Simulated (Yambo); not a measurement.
BSE-type run in Yambo on a free-standing AlCl3 monolayer (symmetry P-31m, slab cell 15.7 Å high), at zero momentum.

Quantum ESPRESSO step (PBEsol, PseudoDojo standard norm-conserving files, scalar-relativistic):
```
&CONTROL
  calculation = 'nscf'
  pseudo_dir = './pseudo'
  outdir = './out'
/
&SYSTEM
  ibrav = 0
  nat = 8
  ntyp = 2
  ecutwfc = 58.0
  ecutrho = 232.0
  occupations = 'fixed'
  force_symmorphic = .true.
  nbnd = 118
  assume_isolated = '2D'
/
&ELECTRONS
  conv_thr = 8e-09
  diago_full_acc = .true.
  diago_thr_init = 1e-08
/
ATOMIC_SPECIES
Al 26.9815 Al.upf
Cl 35.4500 Cl.upf
CELL_PARAMETERS angstrom
  5.929534673368   0.000000000000   0.000000000000
 -2.964767336684   5.135127659757   0.000000000000
  0.000000000000   0.000000000000  15.700000000000
ATOMIC_POSITIONS crystal
Al   0.000000000000   0.000000000000  -0.000000000000
Al   0.666666666667   0.333333333333  -0.000000000000
Cl   0.693071383033   0.026404716367   0.084710325100
Cl   0.973595283633   0.666666666667   0.084710325100
Cl   0.333333333333   0.306928616967   0.084710325100
Cl   0.973595283633   0.306928616967  -0.084710325100
Cl   0.693071383033   0.666666666667  -0.084710325100
Cl   0.333333333333   0.026404716367  -0.084710325100
K_POINTS automatic
12 12 1 0 0 0
```

Yambo input:
```
rim_cut
rim_w
optics
bse
bss
dipoles
em1s
RandQpts= 1000000
RandGvec= 2 Ry
CUTGeo= "slab z"
RandGvecW= 398 mRy
FFTGvecs= 30 Ry
Chimod= "HARTREE"
BSKmod= "SEX"
BSEmod= "resonant"
BSSmod= "hs"
BSENGexx= 10 Ry
BSENGBlk= 3 Ry
% KfnQP_E
 3.688 | 1.0 | 1.0 |
%
% BSEQptR
 1 | 1 |
%
% BSEBands
 12 | 31 |
%
% BEnRange
 0.0 | 14.2 | eV
%
% BDmRange
 0.1 | 0.1 | eV
%
BEnSteps= 284
% BLongDir
 1.0 | 0.0 | 0.0 |
%
BSHayTrs= -0.02
BSSNEig= 24
WRbsWF
% BndsRnXs
 1 | 114 |
%
NGsBlkXs= 3 Ry
% LongDrXs
 1.0 | 1.0 | 0.0 |
%
```

From the report:

The dimension is k points × valence × conduction bands = 144 × 13 × 7 = 13104.
```
   [SLEPC] Approach                          : Krylov-Schur
   [SLEPC] Number of requested eigenvalues   :  24
   [SLEPC] Number of eigenvalues        [NEV]:  24
    [K] Dimension                                    :  13104
    [K] Bands                                        :  12  31
    [K] Exchange res                                 : yes
    [K] Correlation res                              : yes
    [K] W interaction is bare                        : no
    [K] RL vectors exchange                          :  1745
    [K] RL vectors correlation                       :  311
    [W] Matrix size                                  :  311
    [W] Bands                                        :    1  114
    [W] Coulomb Cutoff                               : slab z
    [W] Hxc Kernel                                   : HARTREE
```

Geometry relaxed with PBEsol.

This is a model layer cut from the bulk structure; whether it is stable on its own was not checked.
